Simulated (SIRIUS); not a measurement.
Input and output of a self-consistent single point for the (001) slab of CsPbBr3 (cut from a parent of space group no. 221; 10 atoms in the cell) (SIRIUS).

Method: LDA (PW92), PseudoDojo 0.4 standard norm-conserving LDA (tails mended) pseudopotentials (plane waves; SIRIUS).

The change in words: atom 5 moved by -0.15 angstrom along z. Reference geometry (P4mm):
```xyz
10
Lattice="5.9486 0.0000 0.0000 0.0000 5.9486 0.0000 0.0000 0.0000 20.9229" Properties=species:S:1:pos:R:3 pbc="T T T"
Cs     0.0000     0.0000     8.9743
Cs     0.0000     0.0000    14.9229
Pb     2.9743     2.9743     6.0000
Pb     2.9743     2.9743    11.9486
Br     2.9743     2.9743     8.9743
Br     0.0000     2.9743     6.0000
Br     2.9743     0.0000     6.0000
Br     2.9743     2.9743    14.9229
Br     0.0000     2.9743    11.9486
Br     2.9743     0.0000    11.9486
```

Reference input (self-consistent single point, DFT, LDA (PW92), plane waves, PseudoDojo 0.4 standard norm-conserving LDA (tails mended) pseudopotentials): parameters.ngridk = 2 2 1; parameters.xc_functionals = [XC_LDA_X, XC_LDA_C_PW]; parameters.gk_cutoff = 7.483 1/bohr; parameters.pw_cutoff = 14.967 1/bohr; parameters.smearing = fermi_dirac; parameters.smearing_width = 0.00367493 Ha; potentials = PseudoDojo 0.4 standard norm-conserving LDA (tails mended) pseudopotentials; parameters.electronic_structure_method = pseudopotential; parameters.num_bands = 53; parameters.num_mag_dims = 0; parameters.num_dft_iter = 100; parameters.energy_tol = 1e-07 Ha. This run's input differs from it in these lines:

```diff
@@ -54,3 +54,3 @@
       "Br": [
-        [0.5, 0.5, 0.428922],
+        [0.5, 0.5, 0.421753],
         [0.0, 0.5, 0.286767],
```

The program printed (abridged):

```
[find] density tolerance         : 1e-06
[find] total energy tolerance    : 1e-07
[find] iter_solver_tol (initial) : 0.01
[find] iter_solver_tol (target)  : 1e-13
[find] num_dft_iter              : 100
Charges and magnetic moments
--------------------------------------------------------------------------------
total charge          : 88.000000
[find] | SCF iteration   0 out of 100|
[diagonalize] iterative solver tolerance (occupied, empty): 0.01 0.01
[diagonalize] average number of iterations: 2.33333
[find] Charges and magnetic moments
[find] total charge          : 88.000000
[find] Energy
   [... lines left out ...]

[find] Charges and magnetic moments
[find] total charge          : 88.000000
[find] Energy
[find] smearing (-TS)                 :      -0.00002702
[find] Total energy                   :    -282.47293762 (Ha),    -564.94587525 (Ry)
[find] Free energy (E-TS)             :    -282.47296465 (Ha),    -564.94592930 (Ry)
[find] band gap (eV)                  :       1.48197191
[find] Efermi                         :       0.01315573
[find] iteration : 31, RMS (target) : 9.6431e-07 (1.0000e-06) , energy difference (target) : -2.4443e-12 (1.0000e-07)
[find] bands are converged : true
[find] iterative solver converged : false
[find] converged after 32 SCF iterations!
[find] Charges and magnetic moments
[find] total charge          : 88.000000
[find] Energy
[find] smearing (-TS)                 :      -0.00002702
[find] Total energy                   :    -282.47293762 (Ha),    -564.94587525 (Ry)
[find] Free energy (E-TS)             :    -282.47296465 (Ha),    -564.94592930 (Ry)
[find] band gap (eV)                  :       1.48197191
[find] Efermi                         :       0.01315573
[ground_state] === stress tensor components [kbar] ===
[ground_state] === stress_total ===
[ground_state]     5.535855    0.000000    0.000000
[ground_state]     0.000000    5.535855    0.000000
[ground_state]     0.000000    0.000000   13.028480
[ground_state] ==== total Forces in Ha/bohr =====
   [... lines left out ...]
[ground_state] atom:    5, force:      -0.0000000      0.0000000      0.0061592
[ground_state] atom:    6, force:      -0.0000000     -0.0000000      0.0061592
[ground_state] atom:    7, force:       0.0000000     -0.0000000     -0.0063569
[ground_state] atom:    8, force:      -0.0000000      0.0000000      0.0019975
[ground_state] atom:    9, force:       0.0000000     -0.0000000      0.0019975
```

The run converged in 32 iterations. SIRIUS prints the stress tensor with tension positive. Against the reference run the free energy goes down by 3.3 meV/atom, the largest force goes from 0.540 to 0.519 eV/Å and the gap on the mesh goes from 1.873 to 1.482 eV.

Spin-orbit coupling is left out, which matters for bands and gaps with elements this heavy. No dipole correction was used; where the two faces of such a cut differ, images can couple through a dipole. The bare cut can leave dangling bonds, and the run has no spin polarisation, so a lower magnetic or reconstructed surface may exist.

Cost on one core: roughly 6 core-minutes.

The gap that the log prints is read on the run's mesh, which can miss the band edges or a crossing.

“Tails mended”: in these copies of the files the far tail of each local potential was reset to the Coulomb form.
